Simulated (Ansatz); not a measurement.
A 2-atom cell of KI started from a crystallographic database, relaxed with r2SCAN: 8 runs in Ansatz, each a construction of maximally localised Wannier functions. The symmetry is Fm-3m (No. 225, cubic); a = 7.089 Å in the conventional setting, 44.53 Å³ an atom. K is surrounded by 6 I at 3.54 Å; I is surrounded by 6 K at 3.54 Å. The values are computed, spin-unpolarised, and not measurements.

```yaml
crystal:
  lattice:
    - [0.00000, 3.54457, 3.54457]
    - [3.54457, 0.00000, 3.54457]
    - [3.54457, 3.54457, 0.00000]
  atoms:
    - { symbol: K, position: [0.00000, 0.00000, 0.00000] }
    - { symbol: I, position: [0.50000, 0.50000, 0.50000] }
```

Windows count from the top of the filled bands; a dash means that no such window was set (without an outer window there is no disentanglement). Rows marked drawn have settings drawn at random (some not listed).

```json
{"functional": "PBE", "SCF mesh": "6×6×6", "trial orbitals": "I s, I p", "functions": "4", "mesh": "4×4×4", "window (eV)": "–", "frozen (eV)": "–", "settings": "chosen", "Ω total (Å²)": "7.21", "Ω invariant (Å²)": "5.98", "largest spread (Å²)": "1.80", "least projectability": "0.94", "interpolation miss of the model's filled bands (eV, to the nearest computed level)": "0.021"}
{"functional": "PBE", "SCF mesh": "6×6×6", "trial orbitals": "I s, I p", "functions": "4", "mesh": "6×6×6", "window (eV)": "–", "frozen (eV)": "–", "settings": "chosen", "Ω total (Å²)": "7.49", "Ω invariant (Å²)": "6.23", "largest spread (Å²)": "1.87", "least projectability": "0.94", "interpolation miss of the model's filled bands (eV, to the nearest computed level)": "0.003"}
{"functional": "PBE", "SCF mesh": "6×6×6", "trial orbitals": "I p", "functions": "3", "mesh": "4×4×4", "window (eV)": "–", "frozen (eV)": "–", "settings": "chosen", "Ω total (Å²)": "6.69", "Ω invariant (Å²)": "6.65", "largest spread (Å²)": "2.23", "least projectability": "0.98", "interpolation miss of the model's filled bands (eV, to the nearest computed level)": "0.021"}
{"functional": "r2SCAN", "SCF mesh": "6×6×6", "trial orbitals": "I s, I p", "functions": "4", "mesh": "4×4×4", "window (eV)": "–", "frozen (eV)": "–", "settings": "chosen", "Ω total (Å²)": "7.13", "Ω invariant (Å²)": "5.88", "largest spread (Å²)": "1.78", "least projectability": "0.94", "interpolation miss of the model's filled bands (eV, to the nearest computed level)": "0.018"}
{"functional": "r2SCAN", "SCF mesh": "6×6×6", "trial orbitals": "I p", "functions": "3", "mesh": "4×4×4", "window (eV)": "–", "frozen (eV)": "–", "settings": "chosen", "Ω total (Å²)": "6.59", "Ω invariant (Å²)": "6.56", "largest spread (Å²)": "2.20", "least projectability": "0.98", "interpolation miss of the model's filled bands (eV, to the nearest computed level)": "0.017"}
{"functional": "HSE06", "SCF mesh": "4×4×4", "trial orbitals": "I s, I p", "functions": "4", "mesh": "4×4×4", "window (eV)": "–", "frozen (eV)": "–", "settings": "chosen", "Ω total (Å²)": "7.10", "Ω invariant (Å²)": "5.85", "largest spread (Å²)": "1.78", "least projectability": "0.94", "interpolation miss of the model's filled bands (eV, to the nearest computed level)": "–"}
{"functional": "PBE", "SCF mesh": "6×6×6", "trial orbitals": "K s, I p (plain search)", "functions": "4", "mesh": "4×4×4", "window (eV)": "-10.0 to +15.9", "frozen (eV)": "-7.0 to +4.7", "settings": "drawn", "Ω total (Å²)": "10.57", "Ω invariant (Å²)": "10.42", "largest spread (Å²)": "4.08", "least projectability": "0.56", "interpolation miss of the model's filled bands (eV, to the nearest computed level)": "0.006"}
{"functional": "PBE", "SCF mesh": "6×6×6", "trial orbitals": "I p", "functions": "3", "mesh": "3×3×3", "window (eV)": "–", "frozen (eV)": "–", "settings": "drawn", "Ω total (Å²)": "6.32", "Ω invariant (Å²)": "6.27", "largest spread (Å²)": "2.11", "least projectability": "0.98", "interpolation miss of the model's filled bands (eV, to the nearest computed level)": "0.086"}
```

For I s, I p with PBE the spread goes 7.21 Å² (4×4×4), 7.49 Å² (6×6×6): finite differences on a coarse mesh understate it.

No spin-orbit coupling is included; it can move band edges with weight on the heavy atoms by tenths of an eV.
